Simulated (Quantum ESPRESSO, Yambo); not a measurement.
LiBr (wurtzite, space group P6_3mc, No. 186) under isotropic strain of +2 % on all lattice vectors. The PBEsol cell relaxed from Materials Project entry mp-976280 was given an isotropic strain of +2 % on all lattice vectors, and the atoms were relaxed again. Chain: PBEsol (Quantum ESPRESSO, PseudoDojo norm-conserving, 74 Ry, scalar-relativistic); G0W0 in Yambo (3×3×2 Γ-centred k mesh, bands 3 to 174 and a 8 Ry block in the screening, 174 bands in G with the Bruneval-Gonze terminator, plasmon pole fitted at 27.2 eV); BSE (9×9×4 mesh, 6 valence and 4 conduction bands, static screening with 46 bands and a 4 Ry block, scissor 2.59 eV, Tamm-Dancoff).

* **PBEsol gap (dense path)**: 4.69 eV
* **PBEsol gap Γ → Γ on the GW mesh**: 4.69 eV
* **PBEsol smallest direct gap on the GW mesh, at Γ**: 4.69 eV
* **G0W0 direct gap at that point**: 7.28 eV
* **G0W0 correction to the gap Γ → Γ**: 2.59 eV
* **direct gap on the BSE mesh, with the scissor**: 7.28 eV
* **first BSE state allowed for light along x**: 6.61 eV
* **lowest BSE state**: 6.53 eV
* **binding of the lowest exciton**: 0.75 eV
* **RPA electronic dielectric constant along x**: 2.53 (9×9×4 mesh, PBEsol bands)

Rough cost of the Yambo steps against G0W0 for 6 states: BSE about 6×, one RPA spectrum about 1/3.

Convergence of the G0W0 settings was not tested. The k mesh is coarse. The BSE states are vertical excitations (zero momentum). Convergence of the RPA response with its 9×9×4 mesh was not tested. Convergence of the binding with the mesh was not shown. Axes are Cartesian, with cell vectors (Å) (4.22, 0.00, 0.00), (-2.11, 3.65, 0.00), (0.00, 0.00, 6.75).

Spin-orbit splittings are left out.

This is not the ordinary phase of the substance; no match was found in the copy of COD used, and its stability was not checked.
